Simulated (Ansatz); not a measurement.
BaAg2Ge2:
```yaml
crystal:
  lattice:
    - [-2.28093, 2.28093, 5.31387]
    - [2.28093, -2.28093, 5.31387]
    - [2.28093, 2.28093, -5.31387]
  atoms:
    - { symbol: Ge, position: [0.38117, 0.38117, 0.00000] }
    - { symbol: Ge, position: [0.61883, 0.61883, 0.00000] }
    - { symbol: Ag, position: [0.75000, 0.25000, 0.50000] }
    - { symbol: Ag, position: [0.25000, 0.75000, 0.50000] }
    - { symbol: Ba, position: [0.00000, 0.00000, 0.00000] }
```

Relaxed with PBEsol.

Give the Bader charges and basin volumes of the independent atoms, plane-wave PAW PBEsol (Ansatz code).



```tsv
atom	Bader charge (e)	Bader volume (Å³)
Ge1	-0.29	21.3
Ag3	-0.30	21.2
Ba5	+1.18	25.4
```

Space group I4/mmm. The workflow started from an entry of the Crystallography Open Database (COD). Its standing as an ambient phase is unchecked. Symmetry was held in the PBEsol relaxation; its stability against distortions is not shown here. The run is not spin-polarised. Spin–orbit coupling is left out wherever it is not named.

Potentials: the later of the program's two PAW sets.
